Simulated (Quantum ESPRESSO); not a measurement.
Zn4S3Cl (made-up cell) (calculated)

All values are calculated (Quantum ESPRESSO 7.5). Calculation on a made-up crystal cell, not a measurement: periodic Kohn-Sham density functional theory in plane waves with PseudoDojo standard norm-conserving scalar-relativistic pseudopotentials, each functional with its own files (v0.5 for PBE, v0.4.1 for LDA and PBEsol), no spin polarisation, no spin-orbit coupling, atoms not relaxed, stress positive in tension, energies less a fixed whole-eV offset for each atom's element; levels are Kohn-Sham levels at fractions of this cell's reciprocal vectors, counted from the reference band (half the neutral cell's valence electrons, rounded up) at Gamma; error bars cover cutoff and k-mesh only, not smearing or the files; added strain carries the atoms with the cell, and shear is the tensor component; each bar is the largest change over components, and at least 0.002 eV, 0.002 eV per angstrom or 0.02 GPa; energies are for the whole cell, and the offsets were chosen from early runs and are not element reference energies.

Settings shared by all entries: lattice type rocksalt; functional pbe; cutoff 1143 eV; fermi dirac smearing 0.1 eV; scf tolerance 1e-07 eV; electrons removed 0; added strain kind shear xy; k mesh 6 x 6 x 6, shifted by half a step.

(1) Zn4S3Cl (made-up cell)

Unstrained structure:
```xyz
8
Lattice="5.2820 -0.0439 -0.0187 -0.0439 5.2120 -0.0575 -0.0187 -0.0575 5.1132" Properties=species:S:1:pos:R:3 Zn4S3Cl
Zn     0.0078     0.0335    -0.0033
Zn    -0.1398     2.6048     2.5894
Zn     2.5563     0.0024     2.5775
Zn     2.5768     2.4381    -0.0446
S      2.6497    -0.0380    -0.0364
S      2.5572     2.6125     2.5687
S      5.3591    -0.0467     2.4446
Cl     5.3088     2.5241    -0.0794
```

Settings of this run: added strain -0.0002 and structure shown before the added strain of -0.0002.

Results for Zn4S3Cl (made-up cell): free energy less offsets 1.474 eV; smearing term minus ts -0.048 eV; scf iterations 10; pressure -0.4677 GPa; stress xx 0.9977 GPa; stress yy 0.6409 GPa; stress zz -0.2355 GPa; stress yz -0.8453 GPa; stress xz -0.2453 GPa; stress xy -0.5656 GPa; fermi level 1.876 eV; reference band 53; error bar energy 0.0171 eV; error bar stress 0.1428 GPa; error bar force 0.009278 eV/Å; error bar next band up 0.006831 eV; error bar fermi level 0.02418 eV; error bars from tighter rerun of a related cell.

Atoms:
```
atoms element  atom site  atom energy offset (eV)
           Zn          1                    -5687
           Zn          2                    -5687
           Zn          3                    -5687
           Zn          4                    -5687
            S          5                     -302
            S          6                     -302
            S          7                     -302
           Cl          8                     -449
```

Forces:
```
site  x (eV/Å)  y (eV/Å)  z (eV/Å)
   1  -0.08078   -0.1743   -0.0609
   2  -0.08619   0.05568   -0.2633
   3   0.04771  -0.07477  -0.09761
   4    0.1082   0.09705    0.1166
   5    0.2292   0.07361    0.1007
   6    0.4216   -0.1527   -0.3044
   7   -0.4107  -0.05141    0.3183
   8   -0.2292    0.2268    0.1907
```

Levels:
```
level k point  next band up (eV)
        Gamma            0.08972
(1/2,1/2,1/2)              4.093
   (0.15,0,0)             0.4922
   (0,0.15,0)             0.4917
   (0,0,0.15)             0.5605
```

(2) Zn4S3Cl (made-up cell)

The structure is that of entry 1.

Settings of this run: added strain 0.0046 and structure shown before the added strain of 0.0046.

The calculation gives: free energy less offsets 1.471 eV; smearing term minus ts -0.04811 eV; scf iterations 10; pressure -0.4635 GPa; stress xx 1.001 GPa; stress yy 0.6423 GPa; stress zz -0.2524 GPa; stress yz -0.8464 GPa; stress xz -0.2612 GPa; stress xy -0.2412 GPa; fermi level 1.876 eV; reference band 53; error bar energy 0.0171 eV; error bar stress 0.1428 GPa; error bar force 0.009278 eV/Å; error bar next band up 0.006831 eV; error bar fermi level 0.02418 eV; error bars from tighter rerun of a related cell.

Atoms:
```
atoms element  atom site  atom energy offset (eV)
           Zn          1                    -5687
           Zn          2                    -5687
           Zn          3                    -5687
           Zn          4                    -5687
            S          5                     -302
            S          6                     -302
            S          7                     -302
           Cl          8                     -449
```

Forces:
```
site  x (eV/Å)  y (eV/Å)  z (eV/Å)
   1  -0.07956   -0.1743  -0.06083
   2  -0.08724   0.05094   -0.2634
   3    0.0489  -0.07251   -0.0977
   4    0.1079   0.09711    0.1166
   5    0.2351   0.07057    0.1008
   6      0.42   -0.1573   -0.3044
   7    -0.414  -0.04446     0.318
   8    -0.231      0.23    0.1908
```

Levels:
```
level k point  next band up (eV)
        Gamma             0.0866
(1/2,1/2,1/2)              4.115
   (0.15,0,0)             0.4909
   (0,0.15,0)             0.4918
   (0,0,0.15)             0.5574
```

(3) Zn4S3Cl (made-up cell)

The structure is that of entry 1.

Settings of this run: added strain 0.0129 and structure shown before the added strain of 0.0129.

The calculation gives: free energy less offsets 1.471 eV; smearing term minus ts -0.04813 eV; scf iterations 10; pressure -0.4502 GPa; stress xx 0.9848 GPa; stress yy 0.6254 GPa; stress zz -0.2598 GPa; stress yz -0.8483 GPa; stress xz -0.2878 GPa; stress xy 0.3182 GPa; fermi level 1.879 eV; reference band 53; error bar energy 0.0171 eV; error bar stress 0.1428 GPa; error bar force 0.009278 eV/Å; error bar next band up 0.006831 eV; error bar fermi level 0.02418 eV; error bars from tighter rerun of this cell.

Atoms:
```
atoms element  atom site  atom energy offset (eV)
           Zn          1                    -5687
           Zn          2                    -5687
           Zn          3                    -5687
           Zn          4                    -5687
            S          5                     -302
            S          6                     -302
            S          7                     -302
           Cl          8                     -449
```

Forces:
```
site  x (eV/Å)  y (eV/Å)  z (eV/Å)
   1  -0.07759   -0.1743  -0.06068
   2  -0.08914   0.04268   -0.2634
   3   0.05059  -0.06868  -0.09783
   4    0.1071   0.09714    0.1166
   5     0.245   0.06509     0.101
   6    0.4168   -0.1649   -0.3039
   7   -0.4186  -0.03213    0.3173
   8   -0.2342    0.2352    0.1909
```

Levels:
```
level k point  next band up (eV)
        Gamma            0.08851
(1/2,1/2,1/2)              4.119
   (0.15,0,0)             0.4924
   (0,0.15,0)             0.4944
   (0,0,0.15)              0.558
```
